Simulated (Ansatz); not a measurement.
**Question.** ZnS in space group P6_3mc (No. 186; Pearson symbol hP16) is relaxed with the program Ansatz at the LDA level (PAW). What lattice parameters of the conventional cell result?

**Answer.** a = 3.743 Å, c = 24.491 Å.

**Question.** Give the free coordinates with the occupied sites.

**Answer.** In one choice of origin and axes:

```
atom  site  symmetry       x       y       z
----  ----  --------  ------  ------  ------
Zn      2a       3m.  0.0000  0.0000  0.0001
Zn      2b       3m.  0.3333  0.6667  0.1250
Zn      2b       3m.  0.3333  0.6667  0.3752
Zn      2b       3m.  0.6667  0.3333  0.2500
S       2a       3m.  0.0000  0.0000  0.0937
S       2b       3m.  0.3333  0.6667  0.2186
S       2b       3m.  0.3333  0.6667  0.4688
S       2b       3m.  0.6667  0.3333  0.3439
```

**Question.** Is it a metal or does it have a gap at this level?

**Answer.** A gap of 2.14 eV, direct.

The workflow started from an entry of the Crystallography Open Database (COD). Its sites differ from those of the usual phase in this space group: another stacking or structure type. Symmetry was held in the LDA relaxation; whether a distortion lowers the energy is not shown.

Potentials: the later of the program's two PAW sets.
